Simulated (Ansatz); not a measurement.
Input:

AlCu3:
```cif
data_AlCu3
_chemical_formula_sum 'Al1 Cu3'
_space_group_name_H-M_alt 'Pm-3m'
_space_group_IT_number 221
_space_group_name_Hall '-P 4 2 3'
_cell_length_a 3.64252
_cell_length_b 3.64252
_cell_length_c 3.64252
_cell_angle_alpha 90.000
_cell_angle_beta 90.000
_cell_angle_gamma 90.000
loop_
_atom_site_label
_atom_site_type_symbol
_atom_site_symmetry_multiplicity
_atom_site_Wyckoff_symbol
_atom_site_fract_x
_atom_site_fract_y
_atom_site_fract_z
_atom_site_occupancy
Al1 Al 1 a 0.00000 0.00000 0.00000 1
Cu1 Cu 3 c 0.00000 0.50000 0.50000 1
```

This is the r²SCAN-relaxed structure.

Question: All from DFT-r²SCAN in the program Ansatz with PAW potentials, unless another level is named. Predict the Hill bulk and shear moduli.

Answer: 151 and 49.2 GPa.

Question: Give the elastic constants (relaxed ions, GPa).

Answer: C11 = 172, C12 = 140, C44 = 99.5.

The workflow started from a Materials Project entry (that database holds measured and hypothetical structures alike); the Crystallography Open Database copy checked does not list it. With Al and Cu taken as one species the cell has the higher symmetry Fm-3m, so it may be an ordered model of a mixed-site phase. Its standing as an ambient phase is unchecked. Symmetry was held in the r²SCAN relaxation; of distortions, only those at the zone centre were tested. No spin polarisation was allowed. As this level gives no gap, shear constants depend on the k-mesh and smearing (Fermi–Dirac, 0.1 eV here).

Potentials: the later of the program's two PAW sets.
